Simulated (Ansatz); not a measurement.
NbAg:
```cif
data_Ag2Nb2
_chemical_formula_sum 'Ag2 Nb2'
_space_group_name_H-M_alt 'P 1'
_space_group_IT_number 1
_cell_length_a 4.74343
_cell_length_b 2.76230
_cell_length_c 5.30359
_cell_angle_alpha 90.000
_cell_angle_beta 90.000
_cell_angle_gamma 90.000
loop_
_space_group_symop_operation_xyz
  'x, y, z'
loop_
_atom_site_label
_atom_site_type_symbol
_atom_site_fract_x
_atom_site_fract_y
_atom_site_fract_z
_atom_site_occupancy
Ag1 Ag 0.25000 0.00000 0.85450 1
Ag2 Ag 0.75000 0.00000 0.14550 1
Nb1 Nb 0.25000 0.50000 0.35275 1
Nb2 Nb 0.75000 0.50000 0.64725 1
```

This is the r²SCAN-relaxed structure.

Q: All from DFT-r²SCAN in the program Ansatz with PAW potentials, unless another level is named. Estimate the density of states at the Fermi level.

A: 0.52 states/eV per atom (mean over ±0.08 eV).

Q: Predict the formation energy from the elements (no fitted shifts).

A: 28 kJ/mol of atoms.

Space group Pmma. The start of the workflow was typed in or built on a structure type; neither database checked (COD, Materials Project) lists it. Its standing as an ambient phase is unchecked. The cell was relaxed with r²SCAN under the symmetry of its start; its stability against distortions is not shown here. No spin polarisation was allowed. Its formation energy is positive at this level, so the cell may be metastable or incomplete. The references are the lowest solids computed at this level, not always the standard phases. Scalar-relativistic: spin–orbit coupling is off unless named, which matters more the heavier the elements.

Potentials: the later of the program's two PAW sets.
